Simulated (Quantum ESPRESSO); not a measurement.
```
CELL_PARAMETERS angstrom
      0.00000     3.14309     3.14309
      3.14309     0.00000     3.14309
      3.14309     3.14309     0.00000
ATOMIC_POSITIONS crystal
  Mg 0.75000 0.75000 0.75000
  Mg 0.25000 0.25000 0.25000
  Ge 0.00000 0.00000 0.00000
```

Cell and atoms were relaxed with LDA from Materials Project entry mp-408, within its symmetry.

Q: What does LDA (Quantum ESPRESSO, PseudoDojo norm-conserving, 84 Ry, without SOC) give for the electronic structure near the Fermi level?

A: The LDA gap is indirect, 0.10 eV, from Γ to X; the smallest direct gap is 1.14 eV. Spin-orbit splittings are left out.
